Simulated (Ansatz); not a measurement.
The relaxed structure here is a generated cell of Au: the first start was made by placing the elements on the sites of a structure type, and the end was not matched to a known phase here, so it may be hypothetical. Known forms of Au include space group No. 225.

The end point of a relaxation of Au. The numbers are results of PBE (plane waves to 420 eV, PAW, scalar-relativistic; Ansatz, a quantum-chemistry and plane-wave program), not measurements.

```xyz
1
Lattice="2.7483 0.0000 0.0000 0.0000 2.7483 0.0000 0.0000 0.0000 2.7483" Properties=species:S:1:pos:R:3 pbc="T T T"
Au     0.0000     0.0000     0.0000
```

Find the space group and the Wyckoff positions (tolerance 0.01 Å).

Space group Pm-3m (No. 221); a = 2.7483 Å, b = 2.7483 Å, c = 2.7483 Å, α = 90.00°, β = 90.00°, γ = 90.00°

```tsv
atom	site	symmetry	x	y	z
Au	1a	m-3m	0.0000	0.0000	0.0000
```

This is the simple cubic type.

Give the shortest distances between elements (the closest pairs, up to four, under 3.6 Å).

Au–Au 2.75 Å.

```json
{
 "volume_per_atom": "20.76 Å³",
 "band_gap": "no gap (metallic)"
}
```

No spin polarisation in the result.

The run could not lose the symmetry of its start, so the end can be a saddle point.
